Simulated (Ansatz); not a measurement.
## Data sheet: KIO3 (DFT)

KIO₃:
```xyz
10
Lattice="3.0972 1.7882 5.1646 -3.0972 1.7882 5.1646 0.0000 -3.5764 5.1646" Properties=species:S:1:pos:R:3 pbc="T T T"
K      0.0000     0.0000    11.6925
K      0.0000     0.0000     3.9456
I      0.0000     0.0000     0.0575
I      0.0000     0.0000     7.8044
O     -0.3137    -1.9896     6.0904
O     -1.5662     1.2665     6.0904
O      1.8799     0.7231     6.0904
O     -1.5310    -0.5217     8.6727
O      1.2173    -1.0650     8.6727
O      0.3137     1.5867     8.6727
```

Space group R3c (No. 161); conventional cell a = b = 6.1945 Å, c = 15.4938 Å, α = β = 90.00°, γ = 120.00°.

Method: PBEsol in the plane-wave PAW code Ansatz. The cell and atoms are relaxed at this level. Other levels are named where they apply.

### Cell and energy

| Property | Result |
|---|---|
| Volume per atom | 17.16 Å³ |
| Density | 4.14 g/cm³ |
| Formation energy from the elements (no fitted shifts) | -0.96 eV/atom |

### Electronic structure

| Property | Result |
|---|---|
| Band gap | 2.43 eV (direct) |
| Valence-band maximum | at Γ |
| Conduction-band minimum | at Γ |
| Electron effective mass, band 1 of 2 at the edge | 0.71 along x, 0.47 along z (mₑ) |
| Electron effective mass, band 2 of 2 at the edge | 0.35 along x, 0.47 along z (mₑ) |
| Hole effective mass | 0.70 mₑ (isotropic) |
| HSE06 gap on the PBEsol cell | 3.52 eV |
| Gap with spin–orbit coupling | 2.19 eV |

### Mechanics

| Quantity | Result |
|---|---|
| Bulk modulus (Birch–Murnaghan fit) | 25.1 GPa |
| Pressure derivative B′ | 8.3 |

### Dielectric response

| Item | Result |
|---|---|
| Electronic dielectric constant ε∞ (DFPT) | 4.13 (xx = yy), 3.52 (zz) |
| Born charges (a third of the trace) | K +1.24, I +4.04, O -1.76 e |

### Charges

| Property | Value |
|---|---|
| Bader charges | K +0.86, I +2.53, O -1.13 e |

The workflow started from a Materials Project entry (that database holds measured and hypothetical structures alike); the Crystallography Open Database copy checked does not list it. COD files the formula under space group No. 1, 160. Its standing as an ambient phase is unchecked. Symmetry was held in the PBEsol relaxation; whether a distortion lowers the energy is not shown. The references are the lowest solids computed at this level, not always the standard phases (solids in place of the gases). Spin–orbit coupling is left out wherever it is not named.

Potentials: the later of the program's two PAW sets.
